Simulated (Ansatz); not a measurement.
Ag (β-Sn type, I4_1/amd) under volume change, r²SCAN in the plane-wave PAW code Ansatz, shape and atoms relaxed at each volume.

```json
[
 {"V (Å³/atom)": "17.352", "E − E(relaxed) (meV/atom)": "50.7", "P (GPa)": "10.50"},
 {"V (Å³/atom)": "17.924", "E − E(relaxed) (meV/atom)": "21.0", "P (GPa)": "6.29"},
 {"V (Å³/atom)": "18.496", "E − E(relaxed) (meV/atom)": "___", "P (GPa)": "___"},
 {"V (Å³/atom)": "19.068", "E − E(relaxed) (meV/atom)": "0.0", "P (GPa)": "0.00"},
 {"V (Å³/atom)": "19.640", "E − E(relaxed) (meV/atom)": "4.3", "P (GPa)": "-2.32"},
 {"V (Å³/atom)": "20.212", "E − E(relaxed) (meV/atom)": "___", "P (GPa)": "___"},
 {"V (Å³/atom)": "20.784", "E − E(relaxed) (meV/atom)": "33.9", "P (GPa)": "-5.75"}
]
```

Question: What belongs in the gaps?

Answer: 
- 20.212, E − E(relaxed) (meV/atom): 16.1
- 20.212, P (GPa): -4.22
- 18.496, E − E(relaxed) (meV/atom): 4.9
- 18.496, P (GPa): 2.83

Question: What does a third-order Birch–Murnaghan fit give for V₀, B₀ and B′?

Answer: V₀ = 19.07 Å³/atom, B₀ = 85.3 GPa, B′ = 5.7.

The start of the workflow was typed in or built on a structure type; neither database checked (COD, Materials Project) lists it. It is not the phase usual at ambient conditions (space group No. 225). The cell was relaxed with r²SCAN under the symmetry of its start; whether a distortion lowers the energy is not shown. No spin polarisation was allowed. Spin–orbit coupling is left out wherever it is not named.

Potentials: the later of the program's two PAW sets.
